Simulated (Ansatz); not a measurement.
TaGeO:
```cif
data_Ge2O2Ta2
_chemical_formula_sum 'Ta2 Ge2 O2'
_space_group_name_H-M_alt 'P4/nmm :1'
_space_group_IT_number 129
_space_group_name_Hall 'P 4ab 2ab -1ab'
_cell_length_a 3.43406
_cell_length_b 3.43406
_cell_length_c 6.94469
_cell_angle_alpha 90.000
_cell_angle_beta 90.000
_cell_angle_gamma 90.000
loop_
_space_group_symop_operation_xyz
  'x, y, z'
  '-y+1/2, x+1/2, z'
  '-x, -y, z'
  'y+1/2, -x+1/2, z'
  'x+1/2, -y+1/2, -z'
  '-y, -x, -z'
  '-x+1/2, y+1/2, -z'
  'y, x, -z'
  '-x+1/2, -y+1/2, -z'
  'y, -x, -z'
  'x+1/2, y+1/2, -z'
  '-y, x, -z'
  '-x, y, z'
  'y+1/2, x+1/2, z'
  'x, -y, z'
  '-y+1/2, -x+1/2, z'
loop_
_atom_site_label
_atom_site_type_symbol
_atom_site_symmetry_multiplicity
_atom_site_Wyckoff_symbol
_atom_site_fract_x
_atom_site_fract_y
_atom_site_fract_z
_atom_site_occupancy
Ta1 Ta 2 c 0.50000 0.00000 0.30192 1
Ge1 Ge 2 a 0.00000 0.00000 0.00000 1
O1 O 2 c 0.00000 0.50000 0.39955 1
```

Relaxed at zero pressure with DFT-PBE in the program Ansatz with PAW potentials.

Task: The volume is lowered by 6 % and shape and atoms relax at that volume. What pressure results, and how do the axes share the change?

Result: 10.9 GPa; a -2.4 %, b -2.4 %, c -1.2 %; the energy rises by 26 meV/atom.

Task: Give the new structure.

Result: 
Space group P4/nmm, origin choice 1 (No. 129); a = b = 3.350 Å, c = 6.859 Å, α = β = γ = 90.00°

| atom | site | symmetry | x | y | z |
|---|---|---|---|---|---|
| Ta | 2c | 4mm | 0.5000 | 0.0000 | 0.3025 |
| Ge | 2a | -4m2 | 0.0000 | 0.0000 | 0.0000 |
| O | 2c | 4mm | 0.0000 | 0.5000 | 0.3944 |

The phase is kept; no other phase was compared at this pressure.

The start of the workflow was typed in or built on a structure type; neither database checked (COD, Materials Project) lists it. Whether it is the stable phase at ambient conditions was not checked. The cell was relaxed with PBE under the symmetry of its start; whether a distortion lowers the energy is not shown. The run is not spin-polarised. The volume moved by -16 % from the start of the relaxation. Scalar-relativistic: spin–orbit coupling is off unless named, which matters more the heavier the elements.

Potentials: the earlier of the program's two PAW sets.
